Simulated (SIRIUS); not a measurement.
A self-consistent single point of Ag (P2_1/m, 4 atoms in the cell; from Materials Project mp-8566, changed as shown).

```yaml
crystal:
  lattice:
    - [2.96935, 0.00000, 0.00000]
    - [-1.45556, 2.52111, 0.00000]
    - [0.00000, 0.00000, 9.46371]
  atoms:
    - { symbol: Ag, position: [0.00000, 0.00000, 0.00000] }
    - { symbol: Ag, position: [0.00000, 0.00000, 0.50000] }
    - { symbol: Ag, position: [0.33333, 0.66667, 0.25000] }
    - { symbol: Ag, position: [0.66667, 0.33333, 0.75000] }
```

Level of theory: PBEsol, PseudoDojo 0.4 standard norm-conserving PBEsol (tails mended) pseudopotentials (plane waves; SIRIUS).

SIRIUS settings:

- parameters.ngridk: 8 8 2
- parameters.xc_functionals: [XC_GGA_X_PBE_SOL, XC_GGA_C_PBE_SOL]
- parameters.gk_cutoff: 9.055 1/bohr
- parameters.pw_cutoff: 18.111 1/bohr
- parameters.smearing: fermi_dirac
- parameters.smearing_width: 0.00367493 Ha
- potentials: PseudoDojo 0.4 standard norm-conserving PBEsol (tails mended) pseudopotentials
- parameters.electronic_structure_method: pseudopotential
- parameters.num_bands: 46
- parameters.num_mag_dims: 0
- parameters.num_dft_iter: 100
- parameters.energy_tol: 1e-07 Ha
- parameters.density_tol: 1e-06
- mixer.type: broyden2
- mixer.beta: 0.7
- mixer.use_hartree: true

Results:

Number of valence electrons: 76
Number of bands: 46
Number of k-points after the program's reduction: 68
Number of plane waves (most at a k-point): 6027
Number of SCF iterations: 12
FFT grid: 36 × 36 × 108
Free energy E − TS: -16859.8714 eV
Fermi level (on the code's own zero): 16.25 eV
Pressure: -5.94 GPa
Largest force (vector length): 0.024 eV/Å

Forces (eV/Å):
| atom | Fx | Fy | Fz |
|---|---|---|---|
| Ag1 | 0.000 | 0.000 | 0.000 |
| Ag2 | 0.000 | 0.000 | 0.000 |
| Ag3 | 0.012 | 0.021 | 0.000 |
| Ag4 | -0.012 | -0.021 | 0.000 |

Stress (GPa, positive for compression):
```
-6.07  -0.15   0.00
-0.15  -5.44   0.00
 0.00   0.00  -6.30
```

For comparison: a first run was changed to give this one (lattice vector a scaled by 1.02), and from it to this one the free energy rises by 10.4 meV/atom, the pressure goes from -4.23 to -5.94 GPa and the largest force goes from 0.000 to 0.024 eV/Å.

The structure comes from a collection of computed structures, made at another level of theory; the collection holds predicted forms beside known ones. No clean gap shows at this smearing width and mesh (spacing up to 0.33 Å⁻¹); the mesh is coarse for partly filled bands, so the values carry mesh errors.

Cost on one core: about 4 core-minutes (a rough figure).

“Tails mended”: in these copies of the files the far tail of each local potential was reset to the Coulomb form.
